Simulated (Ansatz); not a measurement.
InSb:
Space group I-4m2 (No. 119); a = b = 5.8627 Å, c = 3.2097 Å, α = β = γ = 90.00°

```tsv
atom	site	symmetry	x	y	z
In	2d	-4m2	0.5000	0.0000	0.2500
Sb	2a	-4m2	0.0000	0.0000	0.0000
```
(The calculation used a cell of 2 atoms; values per cell refer to that cell.)

Relaxed at zero pressure with the program Ansatz at the r²SCAN level (PAW).

The volume is raised by 6 % and shape and atoms relax at that volume. What pressure results, and how do the axes share the change?

-2.7 GPa; a 1.5 %, b 1.5 %, c 2.8 %; the energy rises by 15 meV/atom.

Give the new structure.


Space group I-4m2 (No. 119); a = 5.9520 Å, b = 5.9520 Å, c = 3.3010 Å, α = 90.00°, β = 90.00°, γ = 90.00°

| atom | site | symmetry | x | y | z |
|---|---|---|---|---|---|
| In | 2d | -4m2 | 0.5000 | 0.0000 | 0.2500 |
| Sb | 2a | -4m2 | 0.0000 | 0.0000 | 0.0000 |

The phase is kept; no other phase was compared at this pressure.

The workflow started from a Materials Project entry (that database holds measured and hypothetical structures alike); the Crystallography Open Database copy checked does not list it. It is not the phase usual at ambient conditions (space group No. 216). The cell keeps a stress of up to 0.2 GPa. Symmetry was held in the r²SCAN relaxation; its stability against distortions is not shown here. Spin–orbit coupling is left out wherever it is not named.

Potentials: the later of the program's two PAW sets.
